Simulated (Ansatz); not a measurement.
Starting cell, Na (bcc, W type):

```xyz
2
Lattice="-4.1968 4.1968 4.1968 2.0984 -2.0984 2.0984 2.0984 2.0984 -2.0984" Properties=species:S:1:pos:R:3 pbc="T T T"
Na     0.0000     0.0000     0.0000
Na     2.0984     2.0984     2.0984
```

The atoms are displaced by Q × the pattern below (from a DFPT mode at N = (0.5, 0.0, 0.0), largest move 1; Q in Å), at fixed cell. (q is in reciprocal vectors of the primitive cell; the cell shown is doubled to hold the pattern.)

| atom | x | y | z |
|---|---|---|---|
| Na1 | 1.000 | 0.000 | 0.000 |
| Na2 | -1.000 | 0.000 | 0.000 |

The numbers are results of PBE (plane waves to 420 eV, PAW, scalar-relativistic; Ansatz, a first-principles code), not measurements. k mesh 8×16×16 (Γ-centred), Fermi-Dirac smearing 0.05 eV. Energies are smeared free energies. With partly filled bands, energies and forces of such displacements shift with the k mesh and the smearing. Na was relaxed with its symmetry unable to fall. The PAW data are Ansatz's earlier set. The zero of ΔE is the undisplaced structure. The last digit holds for this mesh only.

```csv
Q (Å),ΔE (meV/cell)
-0.180,20.35
-0.150,14.22
-0.120,withheld
-0.090,5.17
-0.060,2.30
-0.030,0.58
0.000,0.00
0.030,0.58
0.060,2.30
0.090,5.17
0.120,withheld
0.150,14.22
0.180,20.35
```

Question: Fit an even polynomial form (powers 2, 4) to the given rows and predict ΔE at Q = 0.120.

Answer: Least squares on the 11 given rows: ΔE = (641.2)·Q² + (-404.8)·Q⁴, in meV/cell with Q in Å; root-mean-square residual 0.002 meV/cell. At 0.120 the fit gives 9.15 meV/cell; the calculation gives 9.15 meV/cell, the same to the digits shown. The quadratic term alone would give 9.23 meV/cell.

(A displaced cell: forces are minus the slopes of the energy, force constants its curvatures, and phonons follow from these.)
